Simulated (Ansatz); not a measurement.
NiSi (MnP type, space group Pnma)

```cif
data_Ni4Si4
_chemical_formula_sum 'Ni4 Si4'
_space_group_name_H-M_alt 'Pnma'
_space_group_IT_number 62
_space_group_name_Hall '-P 2ac 2n'
_cell_length_a 5.12299
_cell_length_b 3.34183
_cell_length_c 5.56815
_cell_angle_alpha 90.000
_cell_angle_beta 90.000
_cell_angle_gamma 90.000
loop_
_atom_site_label
_atom_site_type_symbol
_atom_site_symmetry_multiplicity
_atom_site_Wyckoff_symbol
_atom_site_fract_x
_atom_site_fract_y
_atom_site_fract_z
_atom_site_occupancy
Ni1 Ni 4 c 0.00763 0.25000 0.81127 1
Si1 Si 4 c 0.17882 0.25000 0.41674 1
```

E(V) scan at fixed shape, V₀ the volume above. The atoms relax within the cell's symmetry.

These are r2SCAN (plane waves to 500 eV, PAW, scalar-relativistic; Ansatz, an electronic-structure program) values and carry that method's errors. k mesh 9×14×9 (Γ-centred), Fermi-Dirac smearing 0.05 eV. Compression counts positive. NiSi is run without spin polarisation. NiSi was relaxed with its symmetry unable to fall. The PAW data are Ansatz's earlier set. 

```csv
V (Å³/cell),P (GPa)
80.08,(withheld)
82.62,36.2
85.16,26.6
87.70,(withheld)
90.24,11.3
92.79,5.2
95.33,0.0
97.87,-4.5
100.41,-8.4
102.95,-11.7
105.50,-14.5
108.04,-16.9
110.58,-18.9
```

**Question.** Complete the blanks.

**Answer.** 
- 80.08, P (GPa): 47.3
- 87.70, P (GPa): 18.4

(A scan under strain: stresses follow from slopes of the energy per volume, elastic moduli from its curvatures.)
